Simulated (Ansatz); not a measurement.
TePd (CsCl type, Pm-3m) under volume change, plane-wave PAW PBEsol (Ansatz code), scaled uniformly.

```tsv
V (Å³/atom)	E − E(relaxed) (meV/atom)	P (GPa)
17.762	72.1	14.53
18.348	29.9	8.73
18.934	[?]	[?]
19.519	0.0	0.00
20.105	6.2	-3.32
20.690	23.6	-6.11
21.276	[?]	[?]
```

Q: Complete the blanks.

A: 
- 21.276, E − E(relaxed) (meV/atom): 50.3
- 21.276, P (GPa): -8.43
- 18.934, E − E(relaxed) (meV/atom): 7.0
- 18.934, P (GPa): 3.96

Q: What does a third-order Birch–Murnaghan fit give for V₀, B₀ and B′?

A: V₀ = 19.52 Å³/atom, B₀ = 121 GPa, B′ = 5.1.

A made-up cell: these elements were put on the sites of a structure type; neither database checked (COD, Materials Project) lists it. COD files the formula under space group No. 194. Its standing as an ambient phase is unchecked. The cell was relaxed with PBEsol under the symmetry of its start; whether a distortion lowers the energy is not shown. The run is not spin-polarised. Scalar-relativistic: spin–orbit coupling is off unless named, which matters more the heavier the elements.

Potentials: the earlier of the program's two PAW sets. The files were generated under PBE; for other functionals the program regenerates the frozen cores, and for LDA and PBEsol the local potential too.
